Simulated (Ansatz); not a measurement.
Relaxed-ion elastic tensor of MgB2 in space group P6/mmm (No. 191; Mg on 1a, B on 2d) in GPa (Voigt order), the program Ansatz at the PBEsol level (PAW); density 2.68 g/cm³, 9.49 Å³ per atom.

```
 435  62.8  35.0   0.0   0.0   0.0
62.8   435  35.0   0.0   0.0   0.0
35.0  35.0   267   0.0   0.0   0.0
 0.0   0.0   0.0  74.7   0.0   0.0
 0.0   0.0   0.0   0.0  74.7   0.0
 0.0   0.0   0.0   0.0   0.0   186
```

Task: Is the crystal mechanically stable?

Result: Yes: the smallest eigenvalue of C is 74.7 GPa.

Task: Work out the Voigt, Reuss and Hill averages.

Result: K_V = 156, K_R = 146, K_H = 151; G_V = 134, G_R = 112, G_H = 123 GPa.

Task: Give Young's modulus, Poisson's ratio, Pugh's ratio and the universal anisotropy index.

Result: E = 9KG/(3K + G) = 290 GPa; ν = 0.18; K/G = 1.23 (brittle by the Pugh limit of 1.75); A_U = 5G_V/G_R + K_V/K_R − 6 = 1.05.

Task: Estimate the sound speeds and the Debye temperature.

Result: v_l = √((K + 4G/3)/ρ) = 10800 m/s, v_t = √(G/ρ) = 6770 m/s, mean 7460 m/s; Θ = (h/k)(3n/4πV)^(1/3) v_m = 1050 K.

Task: Solve the Christoffel equation for the three sound speeds along x, y, z.

Result: Eigenvalues of C_ijkl n_j n_l equal ρv². In km/s, slowest first: x 5.28, 8.33, 12.73; y 5.28, 8.33, 12.73; z 5.28, 5.28, 9.99.

Task: How much does each axis shrink under pressure?

Result: Linear compressibilities β_i = Σ_j S_ij (j = 1 to 3): x 1.8, y 1.8, z 3.3 per TPa.

The PBEsol relaxation kept the symmetry of its start; of distortions, only those at the zone centre were tested. As this level gives no gap, shear constants depend on the k-mesh and smearing (Fermi–Dirac, 0.1 eV here). On the denser mesh and wider smearing of the elastic run this cell carries a stress of 0.8 GPa.

Potentials: the later of the program's two PAW sets.
